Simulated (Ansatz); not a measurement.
A structure of ZnSe relaxed with PBEsol (plane waves to 420 eV, PAW, scalar-relativistic; Ansatz, a first-principles code); single points at other levels follow on the same geometry (Ansatz, PAW; HSE06 at 420 eV on a 6×6×6 k-mesh; no spin-orbit coupling). Space group F-43m (No. 216).

```cif
data_Se4Zn4
_chemical_formula_sum 'Zn4 Se4'
_space_group_name_H-M_alt 'F-43m'
_space_group_IT_number 216
_space_group_name_Hall 'F -4 2 3'
_cell_length_a 5.63358
_cell_length_b 5.63358
_cell_length_c 5.63358
_cell_angle_alpha 90.000
_cell_angle_beta 90.000
_cell_angle_gamma 90.000
loop_
_atom_site_label
_atom_site_type_symbol
_atom_site_symmetry_multiplicity
_atom_site_Wyckoff_symbol
_atom_site_fract_x
_atom_site_fract_y
_atom_site_fract_z
_atom_site_occupancy
Zn1 Zn 4 c 0.25000 0.25000 0.25000 1
Se1 Se 4 a 0.00000 0.00000 0.00000 1
```
(The calculation used a cell of 2 atoms; values per cell refer to that cell.)

| level | gap (eV) | kind | conduction minimum |
|---|---|---|---|
| PBEsol | 1.24 | direct | Γ |
| HSE06 | (withheld) | – | (withheld) |

### Question
Some entries are withheld; supply them.

### Answer

- HSE06, gap (eV): 2.50
- HSE06, conduction minimum: Γ

No spin polarisation in the result.

Measured for ZnSe: a 5.6676 Å (room temperature; as listed in Martin Albrecht, Beate Paulus, Hermann Stoll, Phys. Rev. B (1997)); gap 2.87 eV (static lattice; corrected from measurement; as listed in Wei Chen et al., Physical Review Materials (2018)). Computed minus measured — a: PBEsol -0.6 %; gap: PBEsol -1.63 eV, HSE06 -0.37 eV. The computed values are for a static lattice, and a measured gap can be an optical one, lowered by exciton binding.

It was reached from a disturbed copy of a P-6m2 (No. 187) cell (AFLOW prototype AB_hP2_187_d_a (B_h, as in WC)), against which it lies -0.48 eV/atom.
